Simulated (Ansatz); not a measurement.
Input for Ansatz (plane-wave DFT, PAW):

```yaml
crystal:
  lattice:
    - [4.049022649, 0.0, 0.0]
    - [0.0, 4.049022649, 0.0]
    - [0.0, 0.0, 4.049022649]
  atoms:
    - { symbol: In, position: [0.0, 0.0, 0.0] }
    - { symbol: Pt, position: [0.5, 0.5, 0.0] }
    - { symbol: Pt, position: [0.0, 0.5, 0.5] }
    - { symbol: Pt, position: [0.5, 0.0, 0.5] }
basis:
  ecutwfc: 420
kpoints:
  mp_grid: { grid: [10, 10, 10] }
hamiltonian:
  xc: pbesol
scf:
  occupations: { method: gaussian, width: 0.1 }
output:
  forces: true
  stress: true
  eigenvalues: true
relax:
  adjacent_minimum: "off"
  f_tol: 0.005
  max_steps: 50
  cell: { stress_tol: 0.05 }
```

Command:
```bash
ansatz run input.yaml --threads 1 --pin off --max-ram 2560MiB --backend cpu --events-out ev --progress --plain --runs-dir out
```

All numbers below come from Ansatz, DFT PBEsol, scalar-relativistic, plane waves, PAW.

Part of what the program printed, abridged (iterations and final results):

```
SCF iter   1: F=—  HF=-42678.307533 eV  |F-HF|=—  |Δ(HF+E_count)|=         —  Δρ=9.62e-3  dr2=6.71e-2  ethr=1.77e-3  ⟨swp⟩=6.0  Hψ=8316  notcnv=0  defer=11
SCF iter   2: F=—  HF=-42678.296494 eV  |F-HF|=—  |Δ(HF+E_count)|=   1.10e-2  Δρ=4.69e-3  dr2=1.77e-2  ethr=1.00e-4  ⟨swp⟩=1.3  Hψ=2970  notcnv=0  defer=13
SCF iter   3: F=—  HF=-42678.292363 eV  |F-HF|=—  |Δ(HF+E_count)|=   4.13e-3  Δρ=7.89e-4  dr2=5.27e-4  ethr=2.65e-5  ⟨swp⟩=2.0  Hψ=2883  notcnv=0  defer=13
SCF iter   4: F=—  HF=-42678.292253 eV  |F-HF|=—  |Δ(HF+E_count)|=   1.10e-4  Δρ=1.63e-4  dr2=4.03e-5  ethr=7.87e-7  ⟨swp⟩=2.3  Hψ=3051  notcnv=0  defer=13
SCF iter   5: F=—  HF=-42678.292227 eV  |F-HF|=—  |Δ(HF+E_count)|=   2.62e-5  Δρ=5.05e-5  dr2=1.31e-6  ethr=6.02e-8  ⟨swp⟩=2.1  Hψ=3037  notcnv=0  defer=13
SCF iter   6: F=—  HF=-42678.292226 eV  |F-HF|=—  |Δ(HF+E_count)|=   3.93e-7  Δρ=1.36e-5  dr2=1.68e-7  ethr=1.49e-10  ⟨swp⟩=8.6  Hψ=9726  notcnv=0
SCF iter   7: F=-42678.292226 eV  HF=-42678.292226 eV  |F-HF|=3.89e-9  |Δ(HF+E_count)|=   4.67e-8  Δρ=3.85e-6  dr2=1.01e-8  ethr=1.49e-10  ⟨swp⟩=4.1  Hψ=7215  notcnv=0
SCF 1 converged in 7 iterations: F = -42678.292226 eV  dr2 = 1.01e-8
relax step   1: F+E_penalty+E_count = -42678.29222607 eV  Δ(F+E_penalty+E_count) = +0.000e0 eV  max|allowed force component| = 5.489e-29 eV/Å  Δτ_max = 0.0000 Å  P = -8.567 GPa  Ω = 66.382 Å³  (7 SCF iters, dr2 threshold 1.00e-7 eV, accepted)
Crystal: 4 atoms, lattice volume = 57.322 Å³
Basis set: ecut = 420 eV, 1141 PW (Γ), exchange–correlation on 60×60×60 points (8 copies of the dense FFT grid, shifted against one another)
Initial density: handed on by an earlier stage of this run
Initial wavefunctions: those handed on with the density
SCF iter   1: F=—  HF=-42677.847420 eV  |F-HF|=—  |Δ(HF+E_count)|=         —  Δρ=1.47e-2  dr2=1.41e-1  ethr=2.09e-4  ⟨swp⟩=1.5  Hψ=12177  notcnv=0
SCF iter   2: F=—  HF=-42677.818952 eV  |F-HF|=—  |Δ(HF+E_count)|=   2.85e-2  Δρ=6.63e-3  dr2=2.53e-2  ethr=2.09e-4  ⟨swp⟩=1.8  Hψ=2449  notcnv=0
SCF iter   3: F=—  HF=-42677.814464 eV  |F-HF|=—  |Δ(HF+E_count)|=   4.49e-3  Δρ=1.86e-3  dr2=1.91e-3  ethr=3.77e-5  ⟨swp⟩=2.0  Hψ=2747  notcnv=0
SCF iter   4: F=—  HF=-42677.813965 eV  |F-HF|=—  |Δ(HF+E_count)|=   4.99e-4  Δρ=3.11e-4  dr2=1.20e-4  ethr=2.86e-6  ⟨swp⟩=2.7  Hψ=3957  notcnv=0
SCF iter   5: F=—  HF=-42677.813932 eV  |F-HF|=—  |Δ(HF+E_count)|=   3.28e-5  Δρ=7.54e-5  dr2=5.30e-6  ethr=1.79e-7  ⟨swp⟩=2.0  Hψ=3030  notcnv=0
SCF iter   6: F=-42677.813930 eV  HF=-42677.813931 eV  |F-HF|=1.76e-7  |Δ(HF+E_count)|=   1.64e-6  Δρ=2.63e-5  dr2=3.18e-7  ethr=5.97e-10  ⟨swp⟩=4.4  Hψ=10609  notcnv=0
SCF 2 converged in 6 iterations: F = -42677.813930 eV  dr2 = 3.18e-7
relax step   2: F+E_penalty+E_count = -42677.81393049 eV  Δ(F+E_penalty+E_count) = +4.783e-1 eV  max|allowed force component| = 9.269e-30 eV/Å  Δτ_max = 0.0000 Å  P = +31.544 GPa  Ω = 57.322 Å³  energy of the carried Pulay correction = +4.191e-3 eV  (6 SCF iters, dr2 threshold 4.00e-7 eV, rejected (line search))
Crystal: 4 atoms, lattice volume = 64.215 Å³
Basis set: ecut = 420 eV, 1237 PW (Γ), exchange–correlation on 60×60×60 points (8 copies of the dense FFT grid, shifted against one another)
SCF iter   1: F=—  HF=-42678.388142 eV  |F-HF|=—  |Δ(HF+E_count)|=         —  Δρ=1.11e-2  dr2=9.63e-2  ethr=1.44e-4  ⟨swp⟩=1.4  Hψ=11893  notcnv=0
SCF iter   2: F=—  HF=-42678.373519 eV  |F-HF|=—  |Δ(HF+E_count)|=   1.46e-2  Δρ=6.14e-3  dr2=3.20e-2  ethr=1.44e-4  ⟨swp⟩=1.0  Hψ=2296  notcnv=0
SCF iter   3: F=—  HF=-42678.366489 eV  |F-HF|=—  |Δ(HF+E_count)|=   7.03e-3  Δρ=9.85e-4  dr2=1.27e-3  ethr=4.77e-5  ⟨swp⟩=2.2  Hψ=2912  notcnv=0
SCF iter   4: F=—  HF=-42678.366109 eV  |F-HF|=—  |Δ(HF+E_count)|=   3.81e-4  Δρ=3.19e-4  dr2=1.09e-4  ethr=1.90e-6  ⟨swp⟩=2.4  Hψ=2985  notcnv=0
SCF iter   5: F=—  HF=-42678.366071 eV  |F-HF|=—  |Δ(HF+E_count)|=   3.75e-5  Δρ=7.88e-5  dr2=5.81e-6  ethr=1.63e-7  ⟨swp⟩=2.1  Hψ=2933  notcnv=0
SCF iter   6: F=—  HF=-42678.366070 eV  |F-HF|=—  |Δ(HF+E_count)|=   1.44e-6  Δρ=2.40e-5  dr2=2.81e-7  ethr=8.68e-9  ⟨swp⟩=2.0  Hψ=3397  notcnv=0
SCF iter   7: F=—  HF=-42678.366070 eV  |F-HF|=—  |Δ(HF+E_count)|=   1.86e-8  Δρ=4.26e-6  dr2=1.12e-8  ethr=4.20e-10  ⟨swp⟩=2.0  Hψ=3063  notcnv=0
SCF iter   8: F=—  HF=-42678.366070 eV  |F-HF|=—  |Δ(HF+E_count)|=  8.66e-10  Δρ=1.09e-6  dr2=7.59e-10  ethr=1.67e-11  ⟨swp⟩=2.6  Hψ=3317  notcnv=0
SCF iter   9: F=-42678.366070 eV  HF=-42678.366070 eV  |F-HF|=1.46e-11  |Δ(HF+E_count)|=  1.60e-10  Δρ=2.48e-7  dr2=3.67e-11  ethr=1.00e-12  ⟨swp⟩=3.2  Hψ=9587  notcnv=0
SCF 3 converged in 9 iterations: F = -42678.366070 eV  dr2 = 3.67e-11
relax step   3: F+E_penalty+E_count = -42678.36606965 eV  Δ(F+E_penalty+E_count) = -7.384e-2 eV  max|allowed force component| = 1.785e-29 eV/Å  Δτ_max = 0.0000 Å  P = -1.969 GPa  Ω = 64.215 Å³  energy of the carried Pulay correction = +9.493e-4 eV  (9 SCF iters, accepted)
Crystal: 4 atoms, lattice volume = 63.596 Å³
SCF iter   1: F=—  HF=-42678.370009 eV  |F-HF|=—  |Δ(HF+E_count)|=         —  Δρ=1.00e-3  dr2=7.94e-4  ethr=1.23e-6  ⟨swp⟩=1.5  Hψ=9843  notcnv=0
SCF iter   2: F=—  HF=-42678.369876 eV  |F-HF|=—  |Δ(HF+E_count)|=   1.32e-4  Δρ=5.37e-4  dr2=2.48e-4  ethr=1.19e-6  ⟨swp⟩=1.0  Hψ=2296  notcnv=0
SCF iter   3: F=—  HF=-42678.369816 eV  |F-HF|=—  |Δ(HF+E_count)|=   6.00e-5  Δρ=9.04e-5  dr2=9.26e-6  ethr=3.70e-7  ⟨swp⟩=2.1  Hψ=2870  notcnv=0
SCF iter   4: F=—  HF=-42678.369813 eV  |F-HF|=—  |Δ(HF+E_count)|=   2.80e-6  Δρ=2.52e-5  dr2=6.98e-7  ethr=1.38e-8  ⟨swp⟩=2.4  Hψ=3311  notcnv=0
SCF iter   5: F=-42678.369813 eV  HF=-42678.369813 eV  |F-HF|=3.06e-8  |Δ(HF+E_count)|=   2.07e-7  Δρ=6.56e-6  dr2=4.40e-8  ethr=1.04e-9  ⟨swp⟩=2.2  Hψ=2937  notcnv=0
SCF iter   6: F=-42678.369813 eV  HF=-42678.369813 eV  |F-HF|=7.57e-10  |Δ(HF+E_count)|=   1.38e-8  Δρ=2.02e-6  dr2=2.09e-9  ethr=6.56e-11  ⟨swp⟩=2.0  Hψ=6673  notcnv=0
SCF 4 converged in 6 iterations: F = -42678.369813 eV  dr2 = 2.09e-9
relax step   4: F+E_penalty+E_count = -42678.36981320 eV  Δ(F+E_penalty+E_count) = -3.744e-3 eV  max|allowed force component| = 7.461e-30 eV/Å  Δτ_max = 0.0000 Å  P = +0.199 GPa  Ω = 63.596 Å³  energy of the carried Pulay correction = +1.226e-3 eV  (6 SCF iters, dr2 threshold 4.00e-7 eV, accepted)
Crystal: 4 atoms, lattice volume = 63.650 Å³
SCF iter   1: F=—  HF=-42678.369831 eV  |F-HF|=—  |Δ(HF+E_count)|=         —  Δρ=8.83e-5  dr2=6.21e-6  ethr=8.07e-9  ⟨swp⟩=2.0  Hψ=9563  notcnv=0
SCF iter   2: F=—  HF=-42678.369823 eV  |F-HF|=—  |Δ(HF+E_count)|=   8.02e-6  Δρ=4.71e-5  dr2=1.88e-6  ethr=8.07e-9  ⟨swp⟩=1.0  Hψ=2296  notcnv=0
SCF iter   3: F=-42678.369823 eV  HF=-42678.369823 eV  |F-HF|=6.58e-8  |Δ(HF+E_count)|=   4.26e-7  Δρ=8.06e-6  dr2=8.38e-8  ethr=2.80e-9  ⟨swp⟩=2.1  Hψ=2914  notcnv=0
SCF iter   4: F=-42678.369823 eV  HF=-42678.369823 eV  |F-HF|=4.04e-9  |Δ(HF+E_count)|=   2.44e-8  Δρ=2.45e-6  dr2=5.89e-9  ethr=1.25e-10  ⟨swp⟩=2.2  Hψ=2876  notcnv=0
SCF iter   5: F=-42678.369823 eV  HF=-42678.369823 eV  |F-HF|=2.04e-10  |Δ(HF+E_count)|=   2.07e-9  Δρ=5.45e-7  dr2=2.98e-10  ethr=8.80e-12  ⟨swp⟩=2.1  Hψ=2832  notcnv=0
SCF iter   6: F=-42678.369823 eV  HF=-42678.369823 eV  |F-HF|=2.91e-11  |Δ(HF+E_count)|=  8.00e-11  Δρ=1.72e-7  dr2=1.39e-11  ethr=1.00e-12  ⟨swp⟩=1.3  Hψ=5211  notcnv=0
SCF 5 converged in 6 iterations: F = -42678.369823 eV  dr2 = 1.39e-11
relax step   5: F+E_penalty+E_count = -42678.36982299 eV  Δ(F+E_penalty+E_count) = -9.796e-6 eV  max|allowed force component| = 2.549e-29 eV/Å  Δτ_max = 0.0000 Å  P = +0.003 GPa  Ω = 63.650 Å³  energy of the carried Pulay correction = +1.202e-3 eV  (6 SCF iters, dr2 threshold 9.86e-8 eV, accepted)
Basis set: ecut = 420 eV, 1237 PW (Γ), exchange–correlation on 54×54×54 points (8 copies of the dense FFT grid, shifted against one another)
Initial wavefunctions: pseudopotential atomic-orbital guess (no wavefunctions were taken with the density)
SCF iter   1: F=—  HF=-42678.368514 eV  |F-HF|=—  |Δ(HF+E_count)|=         —  Δρ=1.04e-4  dr2=1.14e-6  ethr=9.01e-9  ⟨swp⟩=4.5  Hψ=15684  notcnv=0
SCF iter   2: F=—  HF=-42678.368534 eV  |F-HF|=—  |Δ(HF+E_count)|=   2.02e-5  Δρ=5.34e-5  dr2=2.83e-7  ethr=1.70e-9  ⟨swp⟩=2.0  Hψ=2576  notcnv=0
SCF iter   3: F=—  HF=-42678.368534 eV  |F-HF|=—  |Δ(HF+E_count)|=   7.35e-8  Δρ=6.74e-6  dr2=9.61e-9  ethr=4.23e-10  ⟨swp⟩=2.0  Hψ=3248  notcnv=0
SCF iter   4: F=—  HF=-42678.368534 eV  |F-HF|=—  |Δ(HF+E_count)|=  7.28e-11  Δρ=6.85e-7  dr2=4.19e-10  ethr=1.43e-11  ⟨swp⟩=2.1  Hψ=3214  notcnv=0
SCF iter   5: F=-42678.368534 eV  HF=-42678.368534 eV  |F-HF|=2.18e-11  |Δ(HF+E_count)|=  1.38e-10  Δρ=2.04e-7  dr2=3.76e-11  ethr=1.00e-12  ⟨swp⟩=2.0  Hψ=2634  notcnv=0
SCF iter   6: F=-42678.368534 eV  HF=-42678.368534 eV  |F-HF|=2.91e-11  |Δ(HF+E_count)|=  2.91e-11  Δρ=4.84e-8  dr2=2.75e-12  ethr=1.00e-12  ⟨swp⟩=3.1  Hψ=7462  notcnv=0
SCF 6 converged in 6 iterations: F = -42678.368534 eV  dr2 = 2.75e-12
SCF converged after 6 iterations
Free energy (F): -42678.368534 eV
Harris-Foulkes:  -42678.368534 eV  (|F-HF|=2.91e-11)
Internal energy: -42678.354758 eV  (E = F + TS)
E sigma→0 (E₀):  -42678.361646 eV
Entropy (-TS):   -0.013776 eV (-3.444 meV/atom)
Fermi energy:    20.679589 eV
--- Per-component energies (eV) ---
  E_band       = -402.495570
  E_kinetic    = 2162.513742
  E_local      = -5513.990453  (includes V_loc(G=0)·N_el)
  E_nonlocal   = 978.771436
  E_hartree    = 2079.835232
  E_xc         = -996.196830
  E_vxc        = -1009.552293  (∫ρ·V_xc dr)
  E_paw        = -32035.772470  (= ΣΔE_a)
  E_vpaw       = -1179.909044  (= ΣTr[D̂ρ^β])
  E_aug_tail   = 0.000594  (compensation charges beyond the density's cutoff)
  E_ewald      = -9354.612855
  E_core_change = 1.096846  (= ΣΔE_core)
  E_smearing   = -0.013776  (= −TS)
--- Forces (eV/Å), atoms counted from 1 ---
  atom   1  In     0.00000000     0.00000000     0.00000000
  atom   2  Pt     0.00000000     0.00000000     0.00000000
  atom   3  Pt     0.00000000     0.00000000     0.00000000
  atom   4  Pt     0.00000000     0.00000000     0.00000000
--- Stress (GPa, compression-positive) ---
        0.014194       0.000000       0.000000
        0.000000       0.014194       0.000000
        0.000000       0.000000       0.014194
  P = ⅓ Tr σ = 0.0142 GPa (0.142 kbar)
--- Band table (eV; the first three rows and the last of 56) ---
  k-point 0: bands = ["-77.5085", "-77.4829", "-77.4829", "-31.8315", "-31.8315", "-31.8315", "-31.6676", "-31.6676", "-31.6676", "-31.5675", "-31.5675", "-31.5675", "6.3979", "6.3979", "6.4612", "6.4612", "6.4612", "10.0813", "14.0021", "15.4954", "15.4954", "15.4954", "15.6897", "15.6897", "18.6616", "18.6616", "18.6616", "19.8679", "19.8679", "20.7124", "20.9699", "20.9699", "20.9699", "21.1949", "21.1949", "21.1949", "26.3743", "27.7347", "27.7347", "29.8690", "29.8690"]
  k-point 1: bands = ["-77.5079", "-77.4834", "-77.4829", "-31.8279", "-31.8279", "-31.8254", "-31.6686", "-31.6686", "-31.6678", "-31.5743", "-31.5702", "-31.5702", "6.4048", "6.4120", "6.4628", "6.4674", "6.4674", "10.2020", "14.0783", "15.5135", "15.5403", "15.5403", "15.6199", "15.7791", "18.4765", "18.4765", "18.6171", "19.6922", "19.8604", "20.4230", "20.4230", "20.5012", "20.6038", "21.1952", "21.9327", "21.9327", "26.4167", "27.6917", "28.0029", "29.9376", "29.9376"]
  k-point 2: bands = ["-77.5063", "-77.4850", "-77.4828", "-31.8177", "-31.8177", "-31.8077", "-31.6717", "-31.6717", "-31.6685", "-31.5939", "-31.5775", "-31.5775", "6.4228", "6.4489", "6.4673", "6.4839", "6.4839", "10.5599", "14.2790", "15.3877", "15.5629", "15.6655", "15.6655", "16.0407", "18.0853", "18.0853", "18.4994", "19.0681", "19.7576", "19.8185", "19.8457", "19.8457", "20.3079", "21.1960", "22.9762", "22.9762", "25.8859", "27.5744", "29.2758", "29.7525", "29.7525"]
  k-point 55: bands = ["-77.4913", "-77.4913", "-77.4913", "-31.9171", "-31.8014", "-31.8014", "-31.8014", "-31.5840", "-31.5840", "-31.5759", "-31.5759", "-31.5759", "6.3988", "6.3988", "6.3988", "6.6085", "6.6085", "12.8006", "14.8581", "14.8581", "14.8581", "17.0991", "17.0991", "17.0991", "18.6182", "18.6182", "18.6182", "18.6445", "18.6445", "18.6445", "19.1714", "19.1714", "20.3283", "20.7624", "20.7624", "20.7624", "23.8810", "24.9570", "24.9570", "24.9570", "34.2775"]
--- Relaxed structure (5 steps of the walk, 4 accepted, 1 SCFs on fresh bases) ---
  F+E_penalty+E_count = -42678.36853394 eV   max|allowed force component| = 1.210e-29 eV/Å   (the final SCF, on the basis selected at the relaxed cell)
  cell:  # Å, volume = 63.6498 Å³
    - [3.99269091, 0.0, 0.0]
    - [0.0, 3.99269091, 0.0]
    - [0.0, 0.0, 3.99269091]
  atoms:
    - { symbol: In, position: [0.0, 0.0, 0.0] }
    - { symbol: Pt, position: [0.5, 0.5, 0.0] }
    - { symbol: Pt, position: [0.0, 0.5, 0.5] }
    - { symbol: Pt, position: [0.5, 0.0, 0.5] }
```

The relaxation met its thresholds.

The run took 27 s on 1 thread of Intel(R) Xeon(R) 6975P-C (Granite Rapids) (shared host), peak memory 0.48 GiB.

Spin–orbit coupling is left out, which can shift energies with elements as heavy as these.